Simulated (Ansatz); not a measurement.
**Vibrational response of SiC at 7 GPa**

All numbers below come from DFT LDA, scalar-relativistic, plane waves, PAW in Ansatz 0.2.0. Plane waves to 420 eV; Γ-centred k mesh 12×12×12; fixed occupations. No spin polarisation. Phonons by linear response, acoustic sum rule imposed.

The cell, relaxed at 7 GPa:
```
Si C
1.0
     0.00000    2.14378    2.14378
     2.14378    0.00000    2.14378
     2.14378    2.14378    0.00000
Si C
1 1
Cartesian
  0.0000 0.0000 0.0000
  3.2157 3.2157 3.2157
```

Optical modes at Γ (transverse, no macroscopic field); i marks an imaginary frequency:
```
frequency (THz) degeneracy IR intensity of the level ((D/Å)²/amu)
          24.71           3                                   62.27
```

All 3 optical modes at Γ are real: no displacement of atoms at fixed cell lowers the energy to second order. Strains and modes at other wave vectors aren't tested by this run.

* Electronic dielectric constant ε∞ (principal values): 6.85
* Static dielectric constant ε0 (principal values): 10.2
* Refractive index √ε∞, mean: 2.62
* Kohn–Sham gap on the mesh: 1.28 eV
* Cost: 80 s on 1 thread of Intel(R) Xeon(R) Processor @ 2.50GHz (Skylake/Cascade Lake), on a shared host, peak memory 0.54 GiB

Born effective charges (e):
```tsv
atom	Z*xx	Z*yy	Z*zz	mean
Si (atom 1)	2.75	2.75	2.75	2.75
C (atom 2)	-2.75	-2.75	-2.75	-2.75
```